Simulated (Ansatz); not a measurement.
Calculated XPS core lines for CO2

Cell: a Materials Project structure (computed, not necessarily an observed phase), repeated to a supercell; a hole's nearest image is 7.8 Å away.

Space group Pa-3 (No. 205); a = 5.4971 Å.

```
site  Wyckoff  site symmetry       x       y       z
  C1       4a           .-3.  0.0000  0.0000  0.0000
  O9       8c            .3.  0.1225  0.1225  0.1225
```

One atom of each set is listed; the run and its k-mesh use a cell of 24 atoms with edges of 7.77, 7.77, 7.77 Å.

Level of theory: DFT, PBE, plane waves and PAW, scalar-relativistic, 420 eV cutoff, Γ-centred 3×3×3 k-points, fixed occupations (Ansatz 0.2.0).

Each value is a total-energy difference between the cell with one core hole and the ground state (ΔSCF), counted from the top of the valence band. The valence electrons get no spin in the cell with the hole, so they can't polarise against the unpaired core electron; that puts absolute values high, by some tenths of an eV and in some cases by about 1 eV. The periodic images are corrected with the calculated ε∞ = 2.04.

(1) Give the C 1s, O 1s lines of each distinct site.

The program doubts some values: the potential far from the hole hasn't levelled off; the cell is too small to check the potential alignment. Absolute PBE values can be off by an eV or more. Multiplets, satellites and widths aren't calculated.

Results:

(1) 

| line | atom | first shell | E_B (eV) |
| --- | --- | --- | --- |
| C 1s | 1 | 2 O at 1.17 Å, angle 180° | 286.3 |
| O 1s | 9 | 1 C at 1.17 Å | 530.2 |
